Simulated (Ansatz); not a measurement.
## Tl2GePd4Rh: input and output

The input, for Ansatz 0.2.0 (plane waves, PAW):

```yaml
crystal:
  lattice:
    - [-3.707145, 3.707145, 3.073324]
    - [3.707145, -3.707145, 3.073324]
    - [3.707145, 3.707145, -3.073324]
  atoms:
    - { symbol: Tl, position: [0.5, 0.0, 0.5] }
    - { symbol: Tl, position: [0.0, 0.5, 0.5] }
    - { symbol: Rh, position: [0.5, 0.5, 0.0] }
    - { symbol: Ge, position: [0.0, 0.0, 0.0] }
    - { symbol: Pd, position: [0.40448, 0.40448, 0.34576] }
    - { symbol: Pd, position: [0.59552, 0.94128, 0.0] }
    - { symbol: Pd, position: [0.05872, 0.05872, 0.65424] }
    - { symbol: Pd, position: [0.94128, 0.59552, 0.0] }
  symmetry: { tolerance: 0.0003 }
kpoints:
  mp_grid: { grid: [7, 7, 7], shift: [0, 0, 0] }
  band_path:
    path:
      - [0.0, 0.0, 0.0]
      - [0.0, 0.0, 0.5]
      - [-0.5, 0.5, 0.5]
      - [0.0, 0.0, 0.0]
      - [0.42182152, 0.42182152, -0.42182152]
      - [-0.42182152, 0.57817848, 0.42182152]
      - [-0.5, 0.5, 0.5]
      - [0.0, 0.0, 0.5]
      - [0.25, 0.25, 0.25]
      - [0.0, 0.5, 0.0]
      - [0.0, 0.0, 0.0]
    npoints: 6
magnetization:
  spin_polarized: false
scf:
  occupations: { method: gaussian, width: 0.1544 }
  lower_state_search: "off"
  max_iter: 200
hamiltonian:
  pseudopotentials: { kind: paw }
  xc: r2scan
basis:
  ecutwfc: 500
  fft_grid_basis: typed
output:
  forces: true
  stress: true
  eigenvalues: true
  bader: true
  populations: true
  elf: true
  write_potential: true
  volumetric_format: npy
  dos:
    e_range: [-12, 8]
    de: 0.05
    projected: { site_lists: { Ge: [Ge], Pd: [Pd], Rh: [Rh], Tl: [Tl] } }
checkpoint:
  read: saved_state
```

The saved state is an earlier solution for the same cell, perhaps on another mesh. 

Parts of the output:

```
SCF iter   1: F=-61576.2091 eV  Δρ=1.76e-3  dr2=1.83e-3  dr2_τ=7.53e-3
SCF iter   2: F=-61576.2108 eV  Δρ=9.11e-4  dr2=6.45e-4  dr2_τ=1.53e-4
SCF iter   3: F=-61576.2110 eV  Δρ=2.36e-4  dr2=1.56e-4  dr2_τ=1.09e-5
SCF iter   4: F=-61576.2111 eV  Δρ=1.44e-4  dr2=5.57e-5  dr2_τ=4.18e-6
SCF iter   5: F=-61576.2109 eV  Δρ=1.33e-4  dr2=4.95e-5  dr2_τ=4.11e-6
SCF iter   6: F=-61576.2109 eV  Δρ=3.83e-5  dr2=3.19e-6  dr2_τ=1.42e-7
SCF iter   7: F=-61576.2109 eV  Δρ=1.03e-5  dr2=2.12e-7  dr2_τ=6.77e-9
SCF iter   8: F=-61576.2109 eV  Δρ=4.10e-6  dr2=3.63e-8  dr2_τ=7.84e-10
Free energy (F): -61576.2109 eV
Harris-Foulkes:  -61576.2109 eV  (|F-HF|=2.89e-8)
Internal energy: -61576.1523 eV  (E = F + TS)
E sigma→0 (E₀):  -61576.1816 eV
Entropy (-TS):   -0.0586 eV (-7.326 meV/atom)
Fermi energy:    12.8338 eV
--- Forces (eV/Å), atoms counted from 1 ---
  atom   1  Tl     0.0000     0.0000     0.0000
  atom   2  Tl     0.0000     0.0000     0.0000
  atom   3  Rh     0.0000     0.0000     0.0000
  atom   4  Ge     0.0000     0.0000     0.0000
  atom   5  Pd     1.4560     1.4560    -0.0810
  atom   6  Pd     1.4560    -1.4560     0.0810
  atom   7  Pd    -1.4560    -1.4560    -0.0810
  atom   8  Pd    -1.4560     1.4560     0.0810
--- Stress (GPa, compression-positive) ---
       -3.4050       0.0000       0.0000
        0.0000      -3.4050       0.0000
        0.0000       0.0000       0.8622
  P = ⅓ Tr σ = -1.9826 GPa (-19.826 kbar)
--- Bader charges: 8 sites ---
  site symbol  charge [e]  shift [e]
     0     Tl      0.2697     0.0000
     1     Tl      0.2697     0.0000
     2     Rh     -0.0260     0.0029
     3     Ge      0.7010     0.0073
     4     Pd     -0.3036     0.0026
     5     Pd     -0.3036     0.0026
     6     Pd     -0.3036     0.0026
     7     Pd     -0.3036     0.0026
```

Absolute energies hang on the potentials; compare differences alone.

Origin: a known structure type with other elements, at an estimated volume, so it need not be a known compound. Caveats: atoms or cell far from equilibrium; wide smearing.
